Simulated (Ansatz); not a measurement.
## As2Se at several levels of theory

One geometry, relaxed with PBE, and single points on it; plane waves with PAW potentials in Ansatz, scalar-relativistic unless the row names spin-orbit coupling. No spin polarisation. Meshes are on the primitive cell of 6 atoms. Gaps are the least over mesh and band path; pressure is positive in compression. Smearing is Gaussian, 0.10 eV.

```
CELL_PARAMETERS angstrom
-3.53999 3.53999 2.63950
3.53999 -3.53999 2.63950
3.53999 3.53999 -2.63950
ATOMIC_POSITIONS crystal
As 0.87500 0.12500 0.75000
As 0.37500 0.12500 0.25000
As 0.87500 0.62500 0.75000
As 0.87500 0.12500 0.25000
Se 0.50000 0.50000 0.00000
Se 0.25000 0.75000 0.50000
```

```csv
level,cutoff (eV),k mesh,gap (eV),pressure (GPa),rough cost with bands (core-min)
PBE,420,8×8×8,0,0.0,6
```

Q: What do r2SCAN, LDA give on the same cell?

A:
```csv
level,cutoff (eV),k mesh,gap (eV),pressure (GPa),rough cost with bands (core-min)
r2SCAN,500,8×8×8,0,-1.6,8
LDA,420,8×8×8,0,-4.8,6
```